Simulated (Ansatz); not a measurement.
Mg$_{3}$Sb$_{2}$ (A-La2O3 type, space group P-3m1)

```
CELL_PARAMETERS angstrom
      4.59592     0.00000     0.00000
     -2.29796     3.98018     0.00000
      0.00000     0.00000     7.27158
ATOMIC_POSITIONS crystal
  Sb 0.33333 0.66667 0.22580
  Sb 0.66667 0.33333 0.77420
  Mg 0.00000 0.00000 0.00000
  Mg 0.33333 0.66667 0.63237
  Mg 0.66667 0.33333 0.36763
```

The slice is a (-1 1 0 2) plane (indices of the conventional cell) through the point (0.000, 0.000, 0.000) (fractional), spanned by u = [110] and v = [1 -1 1] in vectors of this cell: u (4.60 Å) and v (10.78 Å, at 90° to u). It covers one period; positions are fractions (u, v).

These are PBE (plane waves to 420 eV, PAW, scalar-relativistic; Ansatz, a quantum-chemistry and plane-wave program) values and carry that method's errors. k mesh 12×12×7. Inside the PAW spheres the values are not all-electron values, and peaks at nuclei hang on which shells count as valence. Mg3Sb2 was relaxed with its symmetry unable to fall. Spin-orbit coupling is left out, though Sb is heavy.

**Question.** Predict the map of the electron localisation function (ELF) on the slice.

**Answer.** 
```
|xx5500112211111122110055|
|110000111111111111110000|
|223333221100000011223333|
|999977441111001111447799|
|889999774411001144779999|
|555588997722002277998855|
|224466998811001188996644|
|112255999922002299995522|
|224455998844114488995544|
|555577887733113377887755|
|889988774411001144778899|
|999977552200000022557799|
|776644220000000000224466|
|554433110000000000113344|
|776644220000000000224466|
|999977552200000022557799|
|889988774411001144778899|
|555577887733113377887755|
|224455998844114488995544|
|112255999922002299995522|
|224466998811001188996644|
|555588997722002277998855|
|889999774411001144779999|
|999977441111001111447799|
|223333221100000011223333|
|110000111111111111110000|
|xx5500112211111122110055|
|xxxx110022111111220011xx|
```
Scale: ten equal steps from 0.01 (start of '0') to 0.71 (end of '9'), in the order '0123456789'. Values: electron localisation function (ELF). The map has 12 points along u (two characters each, u = 0 at the left) and 28 along v (v = 0 in the bottom row). Points within 0.5 Å of a nucleus are blanked (x), as the pseudised field means little there.
